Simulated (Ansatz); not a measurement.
Method: DFT PBE, scalar-relativistic, plane waves, PAW (Ansatz 0.2.0). Settings: cutoff 420 eV, Γ-centred meshes spaced at most about 0.3 Å⁻¹, and about 0.25 Å⁻¹ or finer for metals (2π included), Gaussian smearing. No spin polarisation in the final relaxations.

Each of these unrelaxed guesses is relaxed in cell and atoms within its symmetry. A guess keeps its type if space group and coordination stay and the shape of the cell changes little (axis ratios within about 15 %, angles within 6°); the volume may change.

1. AsPb4

Space group Im-3m (No. 229). a = 6.555 Å, b = 6.555 Å, c = 6.555 Å, α = 90.00°, β = 90.00°, γ = 90.00°
| atom | site | symmetry | x | y | z |
| --- | --- | --- | --- | --- | --- |
| As | 2a | m-3m | 0.0000 | 0.0000 | 0.0000 |
| Pb | 8c | .-3m | 0.2500 | 0.2500 | 0.2500 |

2. La2SnO

Space group P6_3/mmc (No. 194). a = 3.551 Å, b = 3.551 Å, c = 16.197 Å, α = 90.00°, β = 90.00°, γ = 120.00°
```json
{"atom": "La", "site": "4f", "symmetry": "3m.", "x": "0.6667", "y": "0.3333", "z": "0.4201"}
{"atom": "Sn", "site": "2c", "symmetry": "-6m2", "x": "0.6667", "y": "0.3333", "z": "0.7500"}
{"atom": "O", "site": "2a", "symmetry": "-3m.", "x": "0.0000", "y": "0.0000", "z": "0.0000"}
```

3. K4CuPb

Space group P6/mmm (No. 191). a = 4.392 Å, b = 4.392 Å, c = 9.546 Å, α = 90.00°, β = 90.00°, γ = 120.00°
```
atom  site  symmetry       x       y       z
   K    4h       3m. 0.3333  0.6667  0.7444
  Cu    1a     6/mmm  0.0000  0.0000  0.0000
  Pb    1b     6/mmm  0.0000  0.0000  0.5000
```

4. La4TaO

Space group P-6m2 (No. 187). a = 6.140 Å, b = 6.140 Å, c = 4.491 Å, α = 90.00°, β = 90.00°, γ = 120.00°
```csv
atom,site,symmetry,x,y,z
La,1a,-6m2,0.0000,0.0000,0.0000
La,3k,mm2,0.3335,0.1667,0.5000
Ta,1e,-6m2,0.6667,0.3333,0.0000
O,1c,-6m2,0.3333,0.6667,0.0000
```

Question: Which keep their type?

Answer: Guesses 1, 2 and 4 keep their type.

| guess | kept | start group | end group | V start (Å³/atom) | V end | b/a and c/a, end over start | nearest neighbours start | nearest neighbours end |
| --- | --- | --- | --- | --- | --- | --- | --- | --- |
| 1 | yes | Im-3m | Im-3m | 28.2 | 34.5 | 1.00, 1.00 | As 8, Pb 2 | As 8, Pb 2 |
| 2 | yes | P6_3/mmc | P6_3/mmc | 22.1 | 24.9 | 1.00, 0.92 | La 3, O 6, Sn 12 | La 3, O 6, Sn 12 |
| 3 | no | P6/mmm | P6/mmm | 26.6 | 38.6 | 1.00, 0.54 | Cu 12, K 3, Pb 12 | Cu 14, K 11, Pb 14 |
| 4 | yes | P-6m2 | P-6m2 | 24.4 | 31.4 | 1.00, 1.02 | La 6/8, O 18, Ta 6 | La 6/8, O 18, Ta 6 |

Neighbours count within 15 % of an atom's shortest distance; end groups are read at 0.02 Å (0.05 Å in metals).

Spin–orbit coupling, which can matter for Pb and Ta, is left out. A magnetic state wasn't ruled out in cells without spin, among them AsPb4 Im-3m. Cells relaxed within their symmetry can be saddle points.

In counts of neighbours, a slash parts the counts of unlike sites.
